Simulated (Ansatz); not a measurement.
Starting cell, ScAl$_{3}$ (Cu3Au type):

```
CELL_PARAMETERS angstrom
      4.10588     0.00000     0.00000
      0.00000     4.10588     0.00000
      0.00000     0.00000     4.10588
ATOMIC_POSITIONS crystal
  Al 0.00000 0.50000 0.50000
  Al 0.50000 0.50000 0.00000
  Al 0.50000 0.00000 0.50000
  Sc 0.00000 0.00000 0.00000
```

In each cell atom 2 (Al, nearest neighbour Al at 2.903 Å; its periodic images, 4.1 Å or more away, move with it) moves by s·(0.000, 0.000, 1.000) (along Cartesian z), the rest being held.

Level of theory: PBE (plane waves to 420 eV, PAW, scalar-relativistic; Ansatz, a quantum-chemistry and plane-wave program). k mesh 9×9×9 (Γ-centred), Fermi-Dirac smearing 0.05 eV. The energy includes the smearing's −TS. With partly filled bands, energies and forces of such displacements shift with the k mesh and the smearing. F∥ is the force on the atom along that direction. ScAl3 is run without spin polarisation. ScAl3 was relaxed with its symmetry unable to fall. ΔE is measured from the undisplaced structure.

### Question
Predict the ΔE (eV/cell) and F∥ (eV/Å) at s (Å) = -0.232, -0.174, 0.058, 0.116, 0.174, 0.232.

### Answer
```
s (Å)   ΔE (eV/cell)  F∥ (eV/Å)
------  ------------  ---------
-0.232         0.122      1.065
-0.174         0.068      0.791
0.058          0.008     -0.260
0.116          0.030     -0.523
0.174          0.068     -0.791
0.232          0.122     -1.065
```

(For displaced atoms, the force is minus the slope of the energy, and its curvature is a force constant, which sets phonon frequencies.)
